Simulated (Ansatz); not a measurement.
GaN (rock salt, Fm-3m) at seven volumes, r²SCAN (plane waves, PAW; program Ansatz), scaled uniformly. One row is withheld.

```json
[
 {"V (Å³/atom)": "8.532", "P (GPa)": "28.41"},
 {"V (Å³/atom)": "8.813", "P (GPa)": "17.33"},
 {"V (Å³/atom)": "9.095", "P (GPa)": "7.94"},
 {"V (Å³/atom)": "9.376", "P (GPa)": "-0.01"},
 {"V (Å³/atom)": "9.657", "P (GPa)": "-6.74"},
 {"V (Å³/atom)": "9.938", "P (GPa)": "-12.44"},
 {"V (Å³/atom)": "10.220", "P (GPa)": "?"}
]
```

Question: Fit the shown pressures and predict the withheld one.

Answer: P = (3/2)B₀(x^(7/2) − x^(5/2))[1 + (3/4)(B′ − 4)(x − 1)] with x = (V₀/V)^(2/3). Least squares on the six rows gives V₀ = 9.376 Å³/atom, B₀ = 244 GPa, B′ = 4.50. At V = 10.220, x = 0.9442 and P = -17.33 GPa. The run itself gave -17.25 GPa.

This is a known high-pressure phase of the composition, computed here at zero pressure and temperature. The r²SCAN relaxation kept the symmetry of its start; phonons on a q-mesh show no instability.

Potentials: the earlier of the program's two PAW sets.
